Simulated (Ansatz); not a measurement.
Data:

BAs:
```cif
data_As2B2
_chemical_formula_sum 'B2 As2'
_space_group_name_H-M_alt 'P63mc'
_space_group_IT_number 186
_space_group_name_Hall 'P 6c -2c'
_cell_length_a 3.36566
_cell_length_b 3.36566
_cell_length_c 5.57519
_cell_angle_alpha 90.000
_cell_angle_beta 90.000
_cell_angle_gamma 120.000
loop_
_atom_site_label
_atom_site_type_symbol
_atom_site_symmetry_multiplicity
_atom_site_Wyckoff_symbol
_atom_site_fract_x
_atom_site_fract_y
_atom_site_fract_z
_atom_site_occupancy
B1 B 2 b 0.33333 0.66667 0.49968 1
As1 As 2 b 0.33333 0.66667 0.12552 1
```

This is the r²SCAN-relaxed structure.

All from plane-wave PAW r²SCAN (Ansatz code), unless another level is named. Estimate the electron effective mass.

0.12, 1.2, 1.4 mₑ (principal values).

Give the smallest direct gap on the standard path.

2.43 eV.

Give the weight of the valence-edge state by species (Voronoi cells).

B 57 %, As 43 %.

Space group P6_3mc (wurtzite). A made-up cell: these elements were put on the sites of a structure type; the Crystallography Open Database copy checked does not list it. It is not the phase usual at ambient conditions (space group No. 216). The cell was relaxed with r²SCAN under the symmetry of its start; whether a distortion lowers the energy is not shown. Spin–orbit coupling is left out wherever it is not named.

Potentials: the later of the program's two PAW sets.
